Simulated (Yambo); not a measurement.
Quantum ESPRESSO input (PBEsol, PseudoDojo standard norm-conserving files, scalar-relativistic) whose wavefunctions are converted with p2y:

```
&CONTROL
  calculation = 'nscf'
  pseudo_dir = './pseudo'
  outdir = './out'
/
&SYSTEM
  ibrav = 0
  nat = 3
  ntyp = 2
  ecutwfc = 78.0
  ecutrho = 312.0
  occupations = 'fixed'
  force_symmorphic = .true.
  nbnd = 172
/
&ELECTRONS
  conv_thr = 3.0000000000000004e-09
  diago_full_acc = .true.
  diago_thr_init = 1e-08
/
ATOMIC_SPECIES
Ca 40.0780 Ca.upf
Ge 72.6300 Ge.upf
CELL_PARAMETERS angstrom
  0.000000000000   3.556158921000   3.556158921000
  3.556158921000   0.000000000000   3.556158921000
  3.556158921000   3.556158921000   0.000000000000
ATOMIC_POSITIONS crystal
Ca   0.750000000000   0.750000000000   0.750000000000
Ca   0.250000000000   0.250000000000   0.250000000000
Ge   0.000000000000   0.000000000000   0.000000000000
K_POINTS automatic
2 2 2 0 0 0
```

Yambo's initialisation report on symmetry, reciprocal space, the k grid and the gaps on this mesh:

```
  [02.02] Symmetries
  ==================

  Inversion symmetry    : yes
  Spatial inversion     : yes
  Inversion index       :  25
  K-space Time-reversal : no
  Magnetic symmetries   : no
  Group table correct   : yes
  Symmetries units      :  [cc]

  [02.03] Reciprocal space
  ========================

  nG shells         :   479
  nG charge         :   56737
  nG WFs            :   7977
  nC WFs            :   7120
  G-vecs. in first 47 shells:  [ Number ]
     1    9   15   27   51   59   65   89  113
    137   169   181   229   259   283   307   331   339
    387   411   459   531   537   561   609   645   701
    725   749   821   869   893   941   965  1037  1067
   1139  1211  1243  1291  1363  1411  1459  1471  1591
   1639  1687
  ...
  Shell energy in first 47 shells:  [ mHa ]
    0.00000      327.817      437.089      874.178      1201.99      1311.27      1748.36      2076.17      2185.44
    2622.53      2950.35      3496.71      3824.53      3933.80      4370.89      4698.70      4807.98      5245.07
    5572.88      5682.15      6119.24      6447.06      6993.42      7321.24      7430.51      7867.60      8195.42
    8304.69      8741.78      9069.59      9178.86      9615.95      9943.77      10490.1      10817.9      10927.2
    11364.3      11692.1      11801.4      12566.3      12675.6      13112.7      13440.5      13986.8      14314.7
    14423.9      14861.0
  ...

  [02.04] K-grid lattice
  ======================

  Compatible Grid is   : 3D
  Base K vectors       :  K_min[ 1 ]  K_min[ 2 ]  K_min[ 3 ]
  K_min[ 1 ] :  0.500000  0.500000  0.500000 [rlu]
  K_min[ 2 ] : -0.500000  0.000000  0.000000 [rlu]
  K_min[ 3 ] :  0.000000 -0.500000  0.000000 [rlu]
  Grid dimensions      :  2  2  2
  K lattice UC volume  :  0.051083 [a.u.]

  IBZ K-points                                      :  3
  BZ  K-points                                      :   8

  K/Q-points units:
  rlu = crystal or reduced units; cc = cartesian coordinates; iku = interal k-units

  K [1]          [rlu]:  0.000000  0.000000  0.000000
         WF components:   7119
  K [2]          [rlu]:  0.000000  0.000000 -0.500000
         WF components:   7120
  K [3]          [rlu]:  0.000000 -0.500000 -0.500000
         WF components:   7046

  [02.05] Energies & Occupations
  ==============================

  [X] === General ===
  [X] Electronic Temperature                        :  0.000000  0.000000 [eV K]
  [X] Bosonic    Temperature                        :  0.000000  0.000000 [eV K]
  [X] Finite Temperature mode                       : no
  [X] El. density                                   :  0.37801E+24 [cm-3]
  [X] Fermi Level                                   :  6.264763 [eV]

  [X] === Gaps and Widths ===
  [X] Conduction Band Min                           :  0.503510 [eV]
  [X] Valence Band Max                              :  0.000000 [eV]
  [X] Filled Bands                                  :  17
  [X] Empty Bands                                   :   18  172
  [X] Direct Gap                                    :  0.503510 [eV]
  [X] Direct Gap localized at k                     :  3
  [X] Indirect Gap                                  :  0.503510 [eV]
  [X] Indirect Gap between kpts                     :  3  3
  [X] Last valence band width                       :  0.419300 [eV]
  [X] 1st conduction band width                     :  1.981327 [eV]
```
The gaps are PBEsol values on this mesh alone; only operations without fractional translations are kept.

Spin-orbit coupling is not included.

Geometry relaxed with PBEsol.
